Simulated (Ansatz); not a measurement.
Theory: DFT PBE, scalar-relativistic, plane waves, PAW (Ansatz 0.2.0). Settings: cutoff 420 eV, Γ-centred meshes spaced at most about 0.3 Å⁻¹, and about 0.25 Å⁻¹ or finer for metals (2π included), Gaussian smearing. No spin polarisation in the final relaxations.

These are static total energies at zero pressure.

Two forms of Mg3PtCl were relaxed alike.

A.

```yaml
crystal:
  lattice:
    - [4.68556, 0.00000, 0.00000]
    - [0.00000, 4.68556, 0.00000]
    - [0.00000, 0.00000, 4.68556]
  atoms:
    - { symbol: Mg, position: [0.00000, 0.50000, 0.50000] }
    - { symbol: Mg, position: [0.50000, 0.00000, 0.50000] }
    - { symbol: Mg, position: [0.50000, 0.50000, 0.00000] }
    - { symbol: Pt, position: [0.00000, 0.00000, 0.00000] }
    - { symbol: Cl, position: [0.50000, 0.50000, 0.50000] }
```

B.

```yaml
crystal:
  lattice:
    - [5.07390, 0.00000, 0.00000]
    - [0.00000, 5.07390, 0.00000]
    - [0.00000, 0.00000, 5.07390]
  atoms:
    - { symbol: Mg, position: [0.50000, 0.00000, 0.50000] }
    - { symbol: Mg, position: [0.00000, 0.50000, 0.50000] }
    - { symbol: Mg, position: [0.50000, 0.50000, 0.00000] }
    - { symbol: Pt, position: [0.50000, 0.50000, 0.50000] }
    - { symbol: Cl, position: [0.00000, 0.00000, 0.00000] }
```

Question: Which arrangement of the elements on these sites is preferred, and by what margin?

Answer: B is lower, by 0.48 eV/atom. The two share one framework of sites and differ in which element sits where. A has the antiperovskite type, space group Pm-3m (No. 221), 20.6 Å³/atom and no gap on its mesh; B has the antiperovskite type, space group Pm-3m (No. 221), 26.1 Å³/atom and no gap. Counting Mg or Pt atoms around Cl (for each partner element, those within 1.25 times its shortest distance or 1.15 times the sum of covalent radii, where it is the nearest in units of that sum or under 1.3; the shortest distance is added where it is long for a bond), A has Cl 6 and B has Cl 12 from 3.6 Å. The lower one is the more open, so pressure narrows the difference. In A, Mg has 2 Cl at 2.34 Å, 4 Pt at 3.31 Å and 8 Mg at 3.31 Å; Pt is surrounded by 12 Mg at 3.31 Å; Cl is surrounded by 6 Mg at 2.34 Å. In B, Mg is surrounded by 2 Pt at 2.54 Å, 4 Cl at 3.59 Å and 8 Mg at 3.59 Å; Pt is surrounded by 6 Mg at 2.54 Å; Cl has 12 Mg at 3.59 Å (long contacts). Both come from invented guesses.

These runs have no spin–orbit coupling, which can matter for Pt. Cells relaxed within their symmetry can be saddle points.
